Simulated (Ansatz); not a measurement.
LiF (zinc blende, space group No. 216), a = 4.2903 Å, b = 4.2903 Å, c = 4.2903 Å, α = 90.00°, β = 90.00°, γ = 90.00°; the cell used has 2 atoms.

Relaxed with r²SCAN. Independent-particle spectrum: no excitons, no local fields, no scissors shift; 0.1 eV broadening; ε₁ of the summed bands alone.

Q: Tabulate the dielectric function from r²SCAN in the plane-wave PAW code Ansatz.

A: 

```csv
E (eV),ε₁ xx,ε₂ xx
0.0,1.68,0.00
0.4,1.68,0.00
0.8,1.68,0.00
1.2,1.69,0.00
1.6,1.69,0.00
2.0,1.70,0.00
2.4,1.70,0.00
2.8,1.71,0.00
3.2,1.72,0.00
3.6,1.73,0.00
4.0,1.74,0.00
4.4,1.76,0.00
4.8,1.77,0.00
5.2,1.79,0.00
5.6,1.82,0.00
6.0,1.84,0.00
6.4,1.88,0.00
6.8,1.91,0.00
7.2,1.96,0.00
7.6,2.02,0.00
8.0,2.11,0.00
8.4,2.25,0.00
8.8,2.52,0.24
9.2,2.44,0.48
9.6,2.38,0.61
10.0,2.32,0.71
10.4,2.29,0.79
10.8,2.27,0.87
11.2,2.27,0.97
11.6,2.30,1.11
12.0,2.40,1.42
```

Q: From ε at 10.1 eV (xx: 2.31 + 0.73i), find n, k, the normal reflectivity and the absorption coefficient.

A: n = 1.54, k = 0.237, R = 5 %, α = 2kE/ħc = 240000 cm⁻¹.

With all bands, ε∞ without local fields is 1.84.

Space group F-43m (zinc blende). The start of the workflow was typed in or built on a structure type; neither database checked (COD, Materials Project) lists it. It is not the phase usual at ambient conditions (space group No. 225). The cell was relaxed with r²SCAN under the symmetry of its start; its stability against distortions is not shown here.

Potentials: the later of the program's two PAW sets.
